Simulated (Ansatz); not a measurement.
# TiO: two-dimensional strain map

The calculation used Ansatz 0.2.0, DFT PBEsol, scalar-relativistic, plane waves, PAW. Settings: plane waves to 420 eV, k-mesh 12×12×16 (Γ-centred), Gaussian smearing 0.15 eV. No spin polarisation. Energies are free energies at this smearing, counted from the undisturbed cell; pressure is positive in compression.

The undisturbed cell (relaxed at this level; this form isn't the usual structure):

```
Ti O
1.0
     4.95844    0.00000    0.00000
    -2.47922    4.29413    0.00000
     0.00000    0.00000    2.83597
Ti O
3 3
Direct
  0.66667 0.33333 0.50000
  0.33333 0.66667 0.50000
  0.00000 0.00000 0.00000
  0.60529 0.60529 0.00000
  0.39471 0.00000 0.00000
  0.00000 0.39471 0.00000
```

The cell is strained by p along both x and y and by q along z, fractional coordinates fixed. Points are written (p, q).

Energy above the undisturbed cell in meV/atom (a dash: not computed):

| p \ q | -0.050 | -0.025 | 0.000 | 0.025 | 0.050 |
| --- | --- | --- | --- | --- | --- |
| -0.050 | 202.6 | 142.2 | 104.8 | 86.9 | 85.7 |
| 0.000 | 39.2 | – | 0.0 | – | 30.0 |
| 0.050 | 80.9 | – | 81.3 | – | 144.9 |

Pressure in GPa:

```
 p \ q  -0.050  -0.025  0.000  0.025  0.050
-0.050    51.8    40.9   31.4   23.3   16.2
 0.000    14.2       –    0.0      –  -10.2
 0.050    -8.9       –  -18.8      –  -25.7
```